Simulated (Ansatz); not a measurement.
Ansatz input

```yaml
crystal:
  lattice:
    - [0.0, 2.843382329, 2.843382329]
    - [2.843382329, 0.0, 2.843382329]
    - [2.843382329, 2.843382329, 0.0]
  atoms:
    - { symbol: Zn, position: [0.125, 0.125, 0.125] }
    - { symbol: Zn, position: [0.875, 0.875, 0.875] }
hamiltonian:
  xc: r2scan
  pseudopotentials:
    kind: paw_fr
    azcp:
      Zn: "pseudopotentials/Zn.paw.azcp"
basis:
  ecutwfc: 500
  fft_grid_basis: typed
kpoints:
  mp_grid: { grid: [10, 10, 10], shift: [0, 0, 0] }
magnetization:
  noncollinear: true
  spin_orbit: true
scf:
  occupations: { method: fermi_dirac, width: 0.1 }
output:
  write_density: true
  write_potential: true
  elf: true
  volumetric_format: npy
```

and its output:

```
Engine: ansatz 0.2.0, x86_64-unknown-linux-gnu
Pseudopotentials: kind: paw_fr
Pseudopotential: Zn, paw_fr, valence charge 12, recommended cutoff 500 eV (meta_gga) 
Functional definition: r2SCAN
  parameter k0 = 0.174
  parameter k1 = 0.065
  parameter a1 = 4.9479
  exchange = r2scan_x(k0 = k0, k1 = k1, a1 = a1)
  correlation = r2scan_c
non-collinear run that drives no moment, with spin-orbit: no starting moment large enough to seed its density (crystal.atoms[].spin), no starting occupations that ask for one, no magnetisation constraint and no magnetic field, so the semilocal B_xc is pinned to zero
Crystal: 2 atoms, lattice volume = 45.976 Å³
Basis set: ecut = 500 eV, 1211 PW (Γ), exchange–correlation on 120×120×120 points (64 copies of the dense FFT grid, shifted against one another)
Bands: 32, of which v1, the nominal top of the filled ones, is band 24 counted from 1 (23 counted from 0)
Symmetry: 48 space group operations + 48 with time reversal
Magnetic group: BNS 227.129 (UNI 1631), of the structure as read, at distance tolerance 3.6e-5 Å
k-points: 47 of 1000
Projection manifold: j_resolved (fully-relativistic pseudo-atomic orbitals)
Non-local potential: Zn, projectors of the file, l = 0: 2, l = 1: 4, l = 2: 6, l = 3: 2
PAW form: soft (Blöchl's): semilocal exchange-correlation on the pseudo side does not see the compensation charge
PAW frozen core: Zn, regenerated for the run's functional (the file was generated under x = pbe(κ = 0.804, μ = 0.2195149727645171), c = pbe(β = 0.06672455060314922))
PAW one-centre angular grid: Zn, 590 points (default); XC on 297 of its mesh's 2673 points in the sphere
Initial density: superposition of atomic densities (chi_scale 0.1, normalization cell)
Initial wavefunctions: pseudopotential atomic-orbital guess
Functional: x = r2scan, c = r2scan; τ floored in thin density (d = 2e-4 eV/Å³)
iter 1 solved again at ethr=6.61e-4 eV; its pass at ethr=3.10e-3 eV (dr2=1.59e-1 eV) is discarded
SCF iter   1: F=—  HF=-6645.742807 eV  |F-HF|=—  |Δ(HF+E_count)|=         —  Δρ=1.83e-2  dr2=1.60e-1  dr2_τ=3.57e-4  dr2_m=0.00e0 (ungated)  ethr=6.61e-4  |M|=0.00e0 ∫|m|=0.00e0 μB  |m|>n=0.0e0 m-floor=0.0e0 τ_xc=0.0e0  β_m=0.30  ⟨swp⟩=1.2  Hψ=6070  notcnv=0
spin=Noncollinear: Kerker preconditioning applied to the charge; magnetization (m_x, m_y, m_z) channels mix plain (no charge-response kernel on spin).
SCF iter   2: F=—  HF=-6645.748400 eV  |F-HF|=—  |Δ(HF+E_count)|=   5.59e-3  Δρ=1.21e-2  dr2=7.17e-2  dr2_τ=2.48e-4  dr2_m=0.00e0 (ungated)  ethr=6.61e-4  |M|=0.00e0 ∫|m|=0.00e0 μB  |m|>n=0.0e0 m-floor=0.0e0 τ_xc=0.0e0  β_m=0.52  ⟨swp⟩=3.0  Hψ=1417  notcnv=0
SCF iter   3: F=—  HF=-6645.756745 eV  |F-HF|=—  |Δ(HF+E_count)|=   8.34e-3  Δρ=5.77e-3  dr2=1.84e-2  dr2_τ=2.76e-5  dr2_m=0.00e0 (ungated)  ethr=2.99e-4  |M|=0.00e0 ∫|m|=0.00e0 μB  |m|>n=0.0e0 m-floor=0.0e0 τ_xc=0.0e0  β_m=0.54  ⟨swp⟩=2.9  Hψ=1324  notcnv=0  defer=44
SCF iter   4: F=—  HF=-6645.757654 eV  |F-HF|=—  |Δ(HF+E_count)|=   9.09e-4  Δρ=2.22e-3  dr2=1.39e-3  dr2_τ=2.47e-6  dr2_m=0.00e0 (ungated)  ethr=7.68e-5  |M|=0.00e0 ∫|m|=0.00e0 μB  |m|>n=0.0e0 m-floor=0.0e0 τ_xc=0.0e0  β_m=0.77  ⟨swp⟩=2.0  Hψ=1440  notcnv=0  defer=44
SCF iter   5: F=—  HF=-6645.758938 eV  |F-HF|=—  |Δ(HF+E_count)|=   1.28e-3  Δρ=3.89e-4  dr2=1.05e-4  dr2_τ=3.78e-7  dr2_m=0.00e0 (ungated)  ethr=5.79e-6  |M|=0.00e0 ∫|m|=0.00e0 μB  |m|>n=0.0e0 m-floor=0.0e0 τ_xc=0.0e0  β_m=0.89  ⟨swp⟩=2.0  Hψ=1376  notcnv=0  defer=46
SCF iter   6: F=—  HF=-6645.759019 eV  |F-HF|=—  |Δ(HF+E_count)|=   8.19e-5  Δρ=1.83e-4  dr2=2.20e-5  dr2_τ=3.81e-8  dr2_m=0.00e0 (ungated)  ethr=4.38e-7  |M|=0.00e0 ∫|m|=0.00e0 μB  |m|>n=0.0e0 m-floor=0.0e0 τ_xc=0.0e0  β_m=0.94  ⟨swp⟩=2.5  Hψ=1293  notcnv=0  defer=46
SCF iter   7: F=—  HF=-6645.759028 eV  |F-HF|=—  |Δ(HF+E_count)|=   8.63e-6  Δρ=5.20e-5  dr2=9.85e-7  dr2_τ=2.45e-9  dr2_m=0.00e0 (ungated)  ethr=9.18e-8  |M|=0.00e0 ∫|m|=0.00e0 μB  |m|>n=0.0e0 m-floor=0.0e0 τ_xc=0.0e0  β_m=0.97  ⟨swp⟩=2.9  Hψ=1281  notcnv=0  defer=46
SCF iter   8: F=-6645.759030 eV  HF=-6645.759030 eV  |F-HF|=3.71e-8  |Δ(HF+E_count)|=   1.76e-6  Δρ=7.65e-6  dr2=1.93e-8  dr2_τ=8.56e-11  dr2_m=0.00e0 (ungated)  ethr=4.17e-10  |M|=0.00e0 ∫|m|=0.00e0 μB  |m|>n=0.0e0 m-floor=0.0e0 τ_xc=0.0e0  ⟨swp⟩=3.5  Hψ=2706  notcnv=0
SCF 1 converged in 8 iterations: F = -6645.759030 eV  dr2 = 1.93e-8
SCF converged after 8 iterations
Magnetization: |M| = 0.0000 μB,  M = (+0.0000, +0.0000, +0.0000) μB
Absolute magnetization: 0.0000 μB (∫|m|)
  site 0: m = (+0.0000, +0.0000, +0.0000) μB, |m| = 0.0000 μB  (R = 1.02 Å)
  site 1: m = (+0.0000, +0.0000, +0.0000) μB, |m| = 0.0000 μB  (R = 1.02 Å)
Free energy (F): -6645.759030 eV
Harris-Foulkes:  -6645.759030 eV  (|F-HF|=3.71e-8)
Internal energy: -6645.728884 eV  (E = F + TS)
E sigma→0 (E₀):  -6645.743957 eV
Entropy (-TS):   -0.030146 eV (-15.073 meV/atom)
Fermi energy:    5.654330 eV
--- Per-component energies (eV) ---
  E_band       = -28.920026
  E_kinetic    = 259.147293
  E_local      = -3857.240436  (includes V_loc(G=0)·N_el)
  E_nonlocal   = 1226.497034
  E_hartree    = 1624.028910
  E_xc         = -247.209412
  E_vxc        = -106.858546  (∫ρ·V_xc dr)
  E_paw        = -3686.437983  (= ΣΔE_a)
  E_vpaw       = -805.047111  (= ΣTr[D̂ρ^β])
  E_aug_tail   = -0.000110  (compensation charges beyond the density's cutoff)
  E_vtau       = 6.522066  (kinetic-family band-sum trace: ∫τ·v_τ [+ j·A + Jᵃ·Aᵃ] dr)
  E_ewald      = -1964.172969
  E_core_change = -0.341211  (= ΣΔE_core)
  E_smearing   = -0.030146  (= −TS)
  E_closure    = -0.000000  (closes the sum)
  Σ components = -6645.759030   (vs F -6645.759030, Δ=0.00e0)
--- Band table (eV; the first three rows and the last of 47) ---
  k-point 0: bands = ["-2.5211", "-2.5211", "-2.3800", "-2.3800", "-2.3800", "-2.3800", "-2.2864", "-2.2864", "-2.2864", "-2.2864", "-2.1498", "-2.1498", "-1.6213", "-1.6213", "-1.6213", "-1.6213", "-1.4553", "-1.4553", "-1.3327", "-1.3327", "-1.3327", "-1.3327", "11.2446", "11.2446", "11.4548", "11.4548", "11.4548", "11.4548", "12.8172", "12.8172", "12.9379", "12.9379"]
  k-point 1: bands = ["-2.4156", "-2.4156", "-2.3928", "-2.3928", "-2.3699", "-2.3699", "-2.2951", "-2.2951", "-2.2661", "-2.2661", "-2.1187", "-2.1187", "-1.6211", "-1.6211", "-1.6201", "-1.6201", "-1.4549", "-1.4549", "-1.3308", "-1.3308", "-1.3267", "-1.3267", "9.6739", "9.6739", "10.8834", "10.8834", "11.0132", "11.0132", "13.0467", "13.0467", "13.3638", "13.3638"]
  k-point 2: bands = ["-2.4065", "-2.4065", "-2.3865", "-2.3865", "-2.3153", "-2.3153", "-2.2357", "-2.2357", "-2.1373", "-2.1373", "-2.0402", "-2.0402", "-1.6160", "-1.6160", "-1.5831", "-1.5831", "-1.3846", "-1.3846", "-1.3270", "-1.3270", "-1.3176", "-1.3176", "7.3716", "7.3716", "10.2299", "10.2299", "10.3578", "10.3578", "12.7153", "12.7153", "14.0053", "14.0053"]
  k-point 46: bands = ["-2.4567", "-2.4567", "-2.4248", "-2.4248", "-2.2399", "-2.2399", "-2.1803", "-2.1803", "-1.8972", "-1.8972", "-1.7627", "-1.7627", "-1.7308", "-1.7308", "-1.6994", "-1.6994", "-1.2704", "-1.2704", "-1.2008", "-1.2008", "2.6336", "2.6336", "2.6479", "2.6479", "5.6289", "5.6289", "5.6698", "5.6698", "13.6044", "13.6044", "13.6217", "13.6217"]
```

Command:

```sh
ansatz run input.yaml --threads 1 --pin off --max-ram 3584MiB --backend cpu --events-out ev --progress --plain --runs-dir out
```

On 1 thread of Intel(R) Xeon(R) Platinum 8259CL CPU @ 2.50GHz (Skylake/Cascade Lake) (shared host) this took about 42 s of wall time and 42 s of CPU time.
